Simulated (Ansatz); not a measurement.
Rough cost of magnetic runs on NaVS2 (R-3m) in Ansatz 0.2.0, 2 threads of Intel(R) Xeon(R) Platinum 8175M CPU @ 2.50GHz (Skylake/Cascade Lake), on a shared host.

```
Na V S
1.0
     1.79930    1.03883    6.46105
    -1.79930    1.03883    6.46105
     0.00000   -2.07765    6.46105
Na V S
1 1 2
Direct
  0.50000 0.50000 0.50000
  0.00000 0.00000 0.00000
  0.26438 0.26438 0.26438
  0.73562 0.73562 0.73562
```

```json
{"run": "PAW: total moment held at 1 μB", "functional, mesh": "LDA, 11×11×11", "k points solved": "146", "bands": "22", "iterations": "11", "wall time (s)": "14", "peak memory (GiB)": "0.65"}
{"run": "PAW: total moment held at 1.4 μB", "functional, mesh": "LDA, 11×11×11", "k points solved": "146", "bands": "22", "iterations": "11", "wall time (s)": "15", "peak memory (GiB)": "0.65"}
{"run": "LAPW: total moment held at 1.7 μB", "functional, mesh": "LDA, 11×11×11", "k points solved": "146", "bands": "32", "iterations": "13", "wall time (s)": "84", "peak memory (GiB)": "1.2"}
{"run": "LAPW: free moments", "functional, mesh": "LDA, 11×11×11", "k points solved": "146", "bands": "32", "iterations": "17", "wall time (s)": "110", "peak memory (GiB)": "1.3"}
{"run": "PAW: no spin polarisation", "functional, mesh": "LDA, 11×11×11", "k points solved": "146", "bands": "21", "iterations": "8", "wall time (s)": "7.8", "peak memory (GiB)": "0.53"}
{"run": "LAPW: no spin polarisation", "functional, mesh": "LDA, 11×11×11", "k points solved": "146", "bands": "30", "iterations": "14", "wall time (s)": "48", "peak memory (GiB)": "0.9"}
{"run": "PAW: field of 3000 T on the spins", "functional, mesh": "LDA, 11×11×11", "k points solved": "146", "bands": "22", "iterations": "15", "wall time (s)": "19", "peak memory (GiB)": "0.64"}
{"run": "PAW: total moment held at 2.2 μB", "functional, mesh": "LDA, 11×11×11", "k points solved": "146", "bands": "23", "iterations": "10", "wall time (s)": "14", "peak memory (GiB)": "0.62"}
{"run": "PAW: total moment held at 2.7 μB", "functional, mesh": "LDA, 11×11×11", "k points solved": "146", "bands": "23", "iterations": "10", "wall time (s)": "14", "peak memory (GiB)": "0.66"}
```

(1) Roughly how much dearer is an iteration by LAPW than by PAW among the runs with the first row's mesh and spin treatment (collinear)?

## Answers

(1) About 5 times (medians of wall time over iterations; times from a shared host are rough).
